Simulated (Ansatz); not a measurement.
**Profile along the Ca–Ca line in Ca (fcc, Cu type)**

Ca (fcc, Cu type)

```cif
data_Ca
_chemical_formula_sum 'Ca1'
_space_group_name_H-M_alt 'P 1'
_space_group_IT_number 1
_cell_length_a 3.93757
_cell_length_b 3.93757
_cell_length_c 3.93757
_cell_angle_alpha 60.000
_cell_angle_beta 60.000
_cell_angle_gamma 60.000
loop_
_space_group_symop_operation_xyz
  'x, y, z'
loop_
_atom_site_label
_atom_site_type_symbol
_atom_site_fract_x
_atom_site_fract_y
_atom_site_fract_z
_atom_site_occupancy
Ca1 Ca 0.00000 0.00000 0.00000 1
```

Fields along a shortest Ca–Ca line of a {100} plane (3.94 Å), from Ca to Ca, interpolated on the slice's grid (step about 0.2 Å). All values below come from r2SCAN (plane waves to 500 eV, PAW, scalar-relativistic; Ansatz, a quantum-chemistry and plane-wave program). k mesh 14×14×14. Inside the PAW spheres the values are not all-electron values, and peaks at nuclei hang on which shells count as valence. Ca was relaxed with its symmetry unable to fall. The PAW data are Ansatz's earlier set.

```json
[
 {"distance from Ca (Å)": "0.00", "valence electron density (e/Å³)": "6.81", "electron localisation function": "x"},
 {"distance from Ca (Å)": "0.20", "valence electron density (e/Å³)": "6.38", "electron localisation function": "x"},
 {"distance from Ca (Å)": "0.39", "valence electron density (e/Å³)": "4.93", "electron localisation function": "x"},
 {"distance from Ca (Å)": "0.59", "valence electron density (e/Å³)": "2.83", "electron localisation function": "0.86"},
 {"distance from Ca (Å)": "0.79", "valence electron density (e/Å³)": "1.17", "electron localisation function": "0.78"},
 {"distance from Ca (Å)": "0.98", "valence electron density (e/Å³)": "0.38", "electron localisation function": "0.45"},
 {"distance from Ca (Å)": "1.18", "valence electron density (e/Å³)": "0.13", "electron localisation function": "0.09"},
 {"distance from Ca (Å)": "1.38", "valence electron density (e/Å³)": "0.07", "electron localisation function": "0.04"},
 {"distance from Ca (Å)": "1.58", "valence electron density (e/Å³)": "0.05", "electron localisation function": "0.11"},
 {"distance from Ca (Å)": "1.77", "valence electron density (e/Å³)": "0.05", "electron localisation function": "0.29"},
 {"distance from Ca (Å)": "1.97", "valence electron density (e/Å³)": "0.05", "electron localisation function": "0.39"},
 {"distance from Ca (Å)": "2.17", "valence electron density (e/Å³)": "0.05", "electron localisation function": "0.29"},
 {"distance from Ca (Å)": "2.36", "valence electron density (e/Å³)": "0.05", "electron localisation function": "0.11"},
 {"distance from Ca (Å)": "2.56", "valence electron density (e/Å³)": "0.07", "electron localisation function": "0.04"},
 {"distance from Ca (Å)": "2.76", "valence electron density (e/Å³)": "0.13", "electron localisation function": "0.09"},
 {"distance from Ca (Å)": "2.96", "valence electron density (e/Å³)": "0.38", "electron localisation function": "0.45"},
 {"distance from Ca (Å)": "3.15", "valence electron density (e/Å³)": "1.17", "electron localisation function": "0.78"},
 {"distance from Ca (Å)": "3.35", "valence electron density (e/Å³)": "2.83", "electron localisation function": "0.86"},
 {"distance from Ca (Å)": "3.55", "valence electron density (e/Å³)": "4.93", "electron localisation function": "x"},
 {"distance from Ca (Å)": "3.74", "valence electron density (e/Å³)": "6.38", "electron localisation function": "x"},
 {"distance from Ca (Å)": "3.94", "valence electron density (e/Å³)": "6.81", "electron localisation function": "x"}
]
```

x: too close to a nucleus for the ELF to mean much.

Density on the Ca–Ca line (3.94 Å) at its midpoint: 0.05 e/Å³. ELF at that point: 0.39.
